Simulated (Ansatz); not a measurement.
VO$_{2}$:
```xyz
6
Lattice="4.5838 0.0000 0.0000 0.0000 4.5838 0.0000 0.0000 0.0000 2.8381" Properties=species:S:1:pos:R:3 pbc="T T T"
O      1.3754     1.3754     0.0000
O      0.9165     3.6673     1.4190
O      3.2084     3.2084     0.0000
O      3.6673     0.9165     1.4190
V      0.0000     0.0000     0.0000
V      2.2919     2.2919     1.4190
```
Starting moments (μB, in the order of the atoms O O O O V V): -0.1 -0.1 -0.1 -0.1 1.1 1.1.

Relaxed with PBE.

Task: Map the valence electron density (e/Å³), cut off at 5 on the plane through (0.300, 0.300, 0.000) spanned by u = [0, 0, 1] and v = [1, 1, 0] in lattice vectors, from PBE (plane waves, PAW; program Ansatz).

Result: x is the fraction of u, y of v (the angle between them is 90°; rows are the nearest grid lines); atoms in the plane: O at (0.00, 0.00), O at (0.00, 0.40), V at (0.00, 0.70), V at (0.50, 0.20).
```
y \ x   0.000  0.0625  0.188  0.250  0.375  0.438  0.562  0.625  0.750  0.812  0.938   1.00
------  -----  ------  -----  -----  -----  -----  -----  -----  -----  -----  -----  -----
1.00     5.00    5.00   2.68   1.18  0.291  0.185  0.185  0.291   1.18   2.68   5.00   5.00
0.938    4.44    3.88   1.36  0.671  0.175  0.107  0.107  0.175  0.671   1.36   3.88   4.44
0.844   0.709   0.647  0.346  0.226  0.113  0.094  0.094  0.113  0.226  0.346  0.647  0.709
0.781    5.00    4.44   1.43  0.574  0.195  0.173  0.173  0.195  0.574   1.43   4.44   5.00
0.688    5.00    5.00   4.81   1.72  0.307  0.258  0.258  0.307   1.72   4.81   5.00   5.00
0.625    5.00    5.00   1.73  0.668  0.208  0.183  0.183  0.208  0.668   1.73   5.00   5.00
0.531   0.833   0.761  0.397  0.254  0.108  0.083  0.083  0.108  0.254  0.397  0.761  0.833
0.469    3.87    3.37   1.21  0.612  0.165  0.102  0.102  0.165  0.612   1.21   3.37   3.87
0.375    5.00    5.00   2.48   1.16  0.339  0.242  0.242  0.339   1.16   2.48   5.00   5.00
0.312    2.30    2.07   1.06  0.781   1.02   1.42   1.42   1.02  0.781   1.06   2.07   2.30
0.219   0.280   0.284  0.564   1.66   5.00   5.00   5.00   5.00   1.66  0.564  0.284  0.280
0.156   0.397   0.392  0.550   1.29   5.00   5.00   5.00   5.00   1.29  0.550  0.392  0.397
0.0625   4.32    3.85   1.57  0.921  0.520  0.540  0.540  0.520  0.921   1.57   3.85   4.32
0.000    5.00    5.00   2.68   1.18  0.291  0.185  0.185  0.291   1.18   2.68   5.00   5.00
```

The density is the valence pseudo-density with augmentation charge, so density and ELF within about 1 Å of a nucleus are not all-electron values.

Space group P4_2/mnm (rutile). This is a known high-temperature phase of the composition, computed here at zero pressure and temperature. Symmetry was held in the PBE relaxation; whether a distortion lowers the energy is not shown. Spin order of the final state: ferromagnetic, chosen from 5 collinear starts compared on coarse meshes (ties went to the first, and starts can fall back to one state), not a proven ground state. No Hubbard U is applied.

Potentials: the later of the program's two PAW sets.
